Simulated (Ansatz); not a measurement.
A generator proposed this cell of NiPtC₄N₄.

```cif
data_structure
_symmetry_space_group_name_H-M 'P4/mmm'
_symmetry_Int_Tables_number 123
_cell_length_a 7.2047
_cell_length_b 7.2047
_cell_length_c 3.9630
_cell_angle_alpha 90.000
_cell_angle_beta 90.000
_cell_angle_gamma 90.000
_cell_volume 205.71
loop_
_atom_site_label
_atom_site_type_symbol
_atom_site_symmetry_multiplicity
_atom_site_Wyckoff_symbol
_atom_site_fract_x
_atom_site_fract_y
_atom_site_fract_z
_atom_site_occupancy
Ni1 Ni 1 c 0.50000 0.50000 0.00000 1
Pt1 Pt 1 a 0.00000 0.00000 0.00000 1
C1 C 4 j 0.18814 0.81186 0.00000 1
N1 N 4 j 0.30297 0.69703 0.00000 1
```

Computed with Ansatz 0.2.0, DFT PBE, scalar-relativistic, plane waves, PAW. Settings: cutoff 420 eV, Γ-centred mesh 4×4×4 on the computed 10-atom cell, Gaussian smearing of 0.10 eV; collinear spin from starting moments 2.0 0.0 0.0 0.0 0.0 0.0 0.0 0.0 0.0 0.0 μB.

Formation energies are uncorrected and refer to the elements' standard structures at the same level (N₂ as a molecule).

Problem. Estimate its pressure, forces and energy as it stands.

Solution. The pressure is -1.6 GPa (the mean over three directions, positive in compression), the largest force is 2.24 eV/Å, and the energy is +0.36 eV/atom against the elements. The shortest distance is 1.17 Å.

Problem. Is it a good guess?

Solution. A fair one: relaxing gains about 0.11 eV/atom in 10 ionic steps and ends at +0.254 eV/atom on the finer mesh. The symmetry stays P4/mmm (No. 123). The volume per atom shrinks by 4.0 %, from 20.6 to 19.7 Å³. The shortest distance goes from 1.17 Å (C–N) to 1.16 Å (C–N). Conventional cell: a = 7.021 Å, c = 4.005 Å. Ni has 4 N at 1.82 Å; Pt is surrounded by 4 C at 1.98 Å; C has 1 N at 1.16 Å and 1 Pt at 1.98 Å; around N lie 1 C at 1.16 Å and 1 Ni at 1.82 Å.

The last run used a 4×4×8 mesh (in the run's order of axes) for its 10-atom cell and Gaussian smearing of 0.02 eV. No dispersion correction is applied, so the spacing and binding between layers, chains or molecules are poorly described. These runs have no spin–orbit coupling, which can matter for Pt. The reference form of C is held partly by dispersion forces, which this level lacks. Trial moments died out on the coarse mesh, so the last step has no spin; another magnetic start might hold. The relaxation can't lower the symmetry of the start, and the grade says only how near the guess is to its own end. Symmetry constrained the relaxation, so the result can be a saddle point.
